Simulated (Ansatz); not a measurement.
Relaxed-ion elastic tensor of W (A15 (β-W type), Pm-3n) in GPa (Voigt order), r²SCAN in the plane-wave PAW code Ansatz; density 18.92 g/cm³, 16.14 Å³ per atom.

|  | 1 | 2 | 3 | 4 | 5 | 6 |
|---|---|---|---|---|---|---|
| 1 | 630 | 158 | 158 | 0.0 | 0.0 | 0.0 |
| 2 | 158 | 630 | 158 | 0.0 | 0.0 | 0.0 |
| 3 | 158 | 158 | 630 | 0.0 | 0.0 | 0.0 |
| 4 | 0.0 | 0.0 | 0.0 | 102 | 0.0 | 0.0 |
| 5 | 0.0 | 0.0 | 0.0 | 0.0 | 102 | 0.0 |
| 6 | 0.0 | 0.0 | 0.0 | 0.0 | 0.0 | 102 |

**Question.** Is the crystal mechanically stable?

**Answer.** Yes: the smallest eigenvalue of C is 102 GPa.

**Question.** Work out the Voigt, Reuss and Hill averages.

**Answer.** K_V = 316, K_R = 316, K_H = 316; G_V = 156, G_R = 132, G_H = 144 GPa.

**Question.** Give Young's modulus, Poisson's ratio, Pugh's ratio and the universal anisotropy index.

**Answer.** E = 9KG/(3K + G) = 374 GPa; ν = 0.30; K/G = 2.19 (ductile by the Pugh limit of 1.75); A_U = 5G_V/G_R + K_V/K_R − 6 = 0.90.

**Question.** Estimate the sound speeds and the Debye temperature.

**Answer.** v_l = √((K + 4G/3)/ρ) = 5180 m/s, v_t = √(G/ρ) = 2760 m/s, mean 3080 m/s; Θ = (h/k)(3n/4πV)^(1/3) v_m = 363 K.

**Question.** Give the Zener ratio and Young's modulus along [100], [110] and [111].

**Answer.** A = 2C44/(C11 − C12) = 0.43; 1/E = S11 − 2(S11 − S12 − S44/2)Γ with Γ = 0, 1/4, 1/3 gives 567, 317, 276 GPa.

The workflow started from an entry of the Crystallography Open Database (COD), which files this formula under 6 space groups. It is not the phase usual at ambient conditions (space group No. 229). The cell was relaxed with r²SCAN under the symmetry of its start; of distortions, only those at the zone centre were tested. No spin polarisation was allowed. As this level gives no gap, shear constants depend on the k-mesh and smearing (Fermi–Dirac, 0.1 eV here). Scalar-relativistic: spin–orbit coupling is off unless named, which matters more the heavier the elements.

Potentials: the earlier of the program's two PAW sets.
